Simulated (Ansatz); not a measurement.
Input file for Ansatz (an electronic-structure program):

Ansatz 0.2 input:
```yaml
crystal:
  lattice:
    - [-1.9510885172, 1.9510885172, 10.1718820574]
    - [1.9510885172, -1.9510885172, 10.1718820574]
    - [1.9510885172, 1.9510885172, -10.1718820574]
  atoms:
    - { symbol: Sr, position: [0.315694145, 0.315694145, 0.0] }
    - { symbol: Sr, position: [0.684305855, 0.684305855, 0.0] }
    - { symbol: Sr, position: [0.5, 0.5, 0.0] }
    - { symbol: Ti, position: [0.0975528783, 0.0975528783, 0.0] }
    - { symbol: Ti, position: [0.9024471217, 0.9024471217, 0.0] }
    - { symbol: O, position: [0.4038715553, 0.9038715553, 0.5] }
    - { symbol: O, position: [0.5961284447, 0.0961284447, 0.5] }
    - { symbol: O, position: [0.9038715553, 0.4038715553, 0.5] }
    - { symbol: O, position: [0.0961284447, 0.5961284447, 0.5] }
    - { symbol: O, position: [0.8064515209, 0.8064515209, 0.0] }
    - { symbol: O, position: [0.1935484791, 0.1935484791, 0.0] }
    - { symbol: O, position: [0.0, 0.0, 0.0] }
kpoints:
  mp_grid: { grid: [10, 10, 10] }
hamiltonian:
  xc: r2scan
  pseudopotentials: { kind: paw }
scf:
  occupations: { method: fixed }
checkpoint: { read: static.run }
output: { write_density: true, elf: true, volumetric_format: npy }
basis: { fft_grid_basis: typed }
```

Output (shortened):

```
Pseudopotentials: kind: paw
Pseudopotential: Sr, paw, valence charge 10
Pseudopotential: Ti, paw, valence charge 12
Pseudopotential: O, paw, valence charge 6
Functional definition: r2SCAN
Crystal: 12 atoms, lattice volume = 154.887 Å³
Basis set: ecut = 500 eV, 3909 PW (Γ), exchange–correlation on 320×320×320 points (64 copies of the dense FFT grid, shifted against one another)
Bands: 60, of which v1, the nominal top of the filled ones, is band 48 counted from 1 (47 counted from 0)
Symmetry: 16 space group operations
Space group: I4/mmm (ITA 139), of the structure as read, at distance tolerance 5.4e-5 Å
k-points: 102 of 1000
PAW frozen core: Sr, regenerated for the run's functional
PAW frozen core: Ti, regenerated for the run's functional
PAW frozen core: O, regenerated for the run's functional
Initial density: read from a saved state, or passed on in memory by an earlier SCF of this step, an earlier step, the calling program or the single point that …
Stability of the state it starts from, as read at its close in the unpolarized treatment …
Initial wavefunctions: pseudopotential atomic-orbital guess
Eigensolver: davidson
Functional: x = r2scan, c = r2scan; τ floored in thin density (d = 2e-4 eV/Å³)
iter 1 solved again at ethr=2.96e-7 eV; its pass at ethr=3.10e-3 eV (dr2=2.84e-4 eV) is discarded
SCF iter   1: F=—  HF=-19676.757911 eV  |F-HF|=—  |Δ(HF+E_count)|=         —  Δρ=2.58e-6  dr2=1.05e-8  dr2_τ=9.97e-10  ethr=2.96e-7  ⟨swp⟩=4.0  Hψ=38930  notcnv=0  defer=998
all-band conjugate gradients solve this SCF's bands
preconditioner: auto → Resta (q_TF=auto, 2.519 Å⁻¹)
SCF iter   2: F=—  HF=-19676.757654 eV  |F-HF|=—  |Δ(HF+E_count)|=   2.58e-4  Δρ=2.50e-6  dr2=7.52e-9  dr2_τ=2.00e-9  ethr=1.09e-11  ⟨swp⟩=16.1  Hψ=37269  notcnv=0
SCF iter   3: F=-19676.757654 eV  HF=-19676.757654 eV  |F-HF|=1.20e-9  |Δ(HF+E_count)|=   1.38e-9  Δρ=1.07e-6  dr2=1.57e-9  dr2_τ=2.14e-10  ethr=7.84e-12  ⟨swp⟩=1.0  Hψ=14053  notcnv=0
SCF 1 converged in 3 iterations: F = -19676.757654 eV  dr2 = 1.57e-9
SCF converged after 3 iterations
Free energy (F): -19676.757654 eV
Harris-Foulkes:  -19676.757654 eV  (|F-HF|=1.20e-9)
Internal energy: -19676.757654 eV  (E = F + TS)
E sigma→0 (E₀):  -19676.757654 eV
Fermi energy:    9.030142 eV
--- Per-component energies (eV) ---
  E_band       = -576.193137
  E_kinetic    = 2528.268896
  E_local      = -6439.399156  (includes V_loc(G=0)·N_el)
  E_nonlocal   = 937.796288
  E_hartree    = 2295.713602
  E_xc         = -1202.566826
  E_vxc        = -1555.556831  (∫ρ·V_xc dr)
  E_paw        = -11374.048220  (= ΣΔE_a)
  E_vpaw       = -733.460621  (= ΣTr[D̂ρ^β])
  E_aug_tail   = 0.007789  (compensation charges beyond the density's cutoff)
  E_vtau       = 94.725891  (kinetic-family band-sum trace: ∫τ·v_τ [+ j·A + Jᵃ·Aᵃ] dr)
  E_ewald      = -6421.361418
  E_core_change = -1.168610  (= ΣΔE_core)
  E_smearing   =  0.000000  (= −TS)
  E_closure    =  0.000000  (closes the sum)
  Σ components = -19676.757654   (vs F -19676.757654, Δ=0.00e0)
  [band-id]    e_kinetic+e_local+e_nonlocal+2·e_hartree+e_vxc+e_vpaw+e_augmentation_tail+e_vtau = -576.190539   (vs E_band -576.193137, Δ=2.60e-3)
--- Band table (eV; the first three rows and the last of 102) ---
  k-point 0: bands = ["-49.4884", "-49.4879", "-24.7358", "-24.7027", "-24.7027", "-24.7015", "-24.7015", "-24.6697", "-24.5973", "-24.5012", "-24.5007", "-9.5622", "-9.3944", "-8.4764", "-8.4595", "-8.1865", "-7.7324", "-7.7305", "-6.0148", "-6.0148", "-5.9432", "-5.9432", "-5.8777", "-5.8777", "-5.8472", "-5.5924", "-5.4486", "5.5617", "6.1572", "6.1572", "6.1681", "6.1681", "6.4450", "6.5184", "7.1451", "7.1462", "7.3351", "7.3351", "7.4822", "7.6327", "7.6327", "7.9893", "7.9893", "8.3833", "8.3833", "8.7258", "8.7258", "8.7539", "11.3759", "11.4466", "11.9072", "11.9072", "12.9248", "12.9248", "13.7960", "13.7961", "14.1799", "14.4248", "14.7345", "15.4518"]
  k-point 1: bands = ["-49.4881", "-49.4876", "-24.7268", "-24.7252", "-24.7177", "-24.7102", "-24.7090", "-24.6598", "-24.5750", "-24.5061", "-24.5001", "-9.4702", "-9.3278", "-8.4728", "-8.4431", "-8.2214", "-7.8003", "-7.7924", "-6.0217", "-5.9466", "-5.9326", "-5.8924", "-5.8629", "-5.8484", "-5.8248", "-5.5669", "-5.4522", "5.5440", "5.8449", "5.9862", "6.1162", "6.1475", "6.2887", "6.4066", "6.6510", "6.8205", "7.0913", "7.4278", "7.5233", "7.8300", "7.8438", "7.8651", "7.9788", "7.9816", "8.2425", "8.3557", "8.5135", "8.7584", "11.7632", "11.8194", "12.0038", "12.0556", "12.9336", "12.9641", "14.2684", "14.2842", "14.3842", "14.7407", "15.0881", "15.7830"]
  k-point 2: bands = ["-49.4874", "-49.4869", "-24.7615", "-24.7446", "-24.7298", "-24.7285", "-24.6994", "-24.6457", "-24.5460", "-24.5173", "-24.5008", "-9.2183", "-9.1537", "-8.4625", "-8.4002", "-8.2410", "-7.9019", "-7.8685", "-6.0380", "-5.9877", "-5.9421", "-5.8470", "-5.8415", "-5.8399", "-5.6950", "-5.5209", "-5.4262", "5.3173", "5.4386", "5.6696", "5.8175", "5.8368", "5.9161", "6.1758", "6.2053", "6.4459", "6.6551", "6.6560", "6.9648", "7.6337", "7.7727", "7.8591", "7.9793", "8.1542", "8.2057", "8.2083", "8.4686", "8.6504", "12.3654", "12.4495", "12.4812", "12.5537", "13.0434", "13.1255", "14.7812", "15.2837", "15.3994", "15.5010", "15.7090", "16.2771"]
  k-point 101: bands = ["-49.4884", "-49.4879", "-24.7267", "-24.7027", "-24.7027", "-24.7015", "-24.7015", "-24.6890", "-24.5748", "-24.5300", "-24.4842", "-9.5281", "-9.4451", "-8.4765", "-8.4594", "-8.0016", "-7.9838", "-7.6462", "-6.0220", "-6.0220", "-5.9221", "-5.9221", "-5.9117", "-5.8916", "-5.8916", "-5.5104", "-5.4650", "5.4527", "6.1365", "6.1365", "6.1819", "6.1819", "6.2949", "6.6645", "7.1273", "7.3549", "7.3549", "7.5045", "7.6337", "7.7976", "7.7976", "7.8240", "7.8240", "8.3052", "8.3607", "8.3607", "8.7008", "8.7008", "11.3795", "11.4429", "12.1043", "12.1043", "12.7527", "12.7527", "13.7821", "13.8020", "14.2065", "14.5902", "14.6887", "15.4955"]
  band table: 60 of 60 bands, residual norms ≤ 1.0e-3 eV
```

Cost: about 2.2 core-minutes (a rough figure) on shared cores.

The first step of the workflow began from a Materials Project structure, measured or hypothetical; the Crystallography Open Database files this formula in space group No. 139, but the cells were not matched. Its standing as an ambient phase is unchecked. The cell was relaxed with r²SCAN under the symmetry of its start; whether a distortion lowers the energy is not shown. The run is not spin-polarised. Spin–orbit coupling is left out wherever it is not named.

Potentials: the later of the program's two PAW sets.

Ansatz is a plane-wave DFT program.
